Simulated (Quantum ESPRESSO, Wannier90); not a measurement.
## Wannier functions of ZnS (wurtzite)

```xyz
4
Lattice="3.8058 0.0000 0.0000 -1.9029 3.2959 0.0000 0.0000 0.0000 6.2380" Properties=species:S:1:pos:R:3 pbc="T T T"
Zn     1.9029    -1.0986     0.0009
Zn    -1.9029     1.0986    -3.1181
S      1.9029    -1.0986     2.3384
S     -1.9029     1.0986    -0.7806
```

Materials Project entry mp-560588; symmetrised, unrelaxed at this level. COD (Crystallography Open Database) has the formula in 4 space groups, this one among them (matched by group alone). Computed values, not measurements, from PBEsol: Quantum ESPRESSO (norm-conserving PseudoDojo potentials, cutoff 68 Ry, no spin polarisation, no spin-orbit coupling) on a Γ-centred 12×12×4 mesh, then Wannier90. Density: 12×12×6 mesh, cold smearing 0.01 Ry.

Bands 9-10 form an isolated set from -13.23 to -11.94 eV relative to the valence-band maximum (on the path) and are turned into 2 Wannier functions by minimising the spread from the start: atomic waves S 3s.

Where do the functions sit, how wide are they and what are they made of?


```
functions  spread (Å²)  nearest atom, distance (Å)  second atom, distance (Å)  weight on atomic waves
---------  -----------  --------------------------  -------------------------  ----------------------
2                 1.26                      S 0.00                    Zn 2.33   S 3s 84 %, Zn 4s 11 %
```

Ω_I = 2.51 Å², Ω_total = 2.51 Å²; the interpolated bands follow pw.x to 0.0 meV rms on the path. Only this start was tried; a symmetric start can stop on a saddle, and mixtures of these functions could lower the total by at most Ω_total − Ω_I.
